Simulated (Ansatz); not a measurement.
YSi$_{2}$ in space group Fddd (No. 70; Si on 16f, Y on 8a) under volume change, PBE in the plane-wave PAW code Ansatz, shape and atoms relaxed at each volume.

```
V (Å³/atom)  E − E(relaxed) (meV/atom)  P (GPa)
-----------  -------------------------  -------
18.165                             [?]      [?]
18.764                            17.5     4.97
19.363                             4.1     2.27
19.962                             0.0     0.00
20.560                             3.6    -1.88
21.159                             [?]      [?]
21.758                            27.9    -4.27
```

Q: Some entries are withheld; supply them.

A: 
- 21.159, E − E(relaxed) (meV/atom): 13.5
- 21.159, P (GPa): -3.34
- 18.165, E − E(relaxed) (meV/atom): 41.9
- 18.165, P (GPa): 8.18

Q: What does a third-order Birch–Murnaghan fit give for V₀, B₀ and B′?

A: V₀ = 19.96 Å³/atom, B₀ = 66.0 GPa, B′ = 6.0.

A made-up cell: these elements were put on the sites of a structure type; neither database checked (COD, Materials Project) lists it. COD files the formula under space group No. 191, so this cell is another polymorph or a model. Its standing as an ambient phase is unchecked. The cell was relaxed with PBE under the symmetry of its start; its stability against distortions is not shown here. The run is not spin-polarised.

Potentials: the later of the program's two PAW sets.
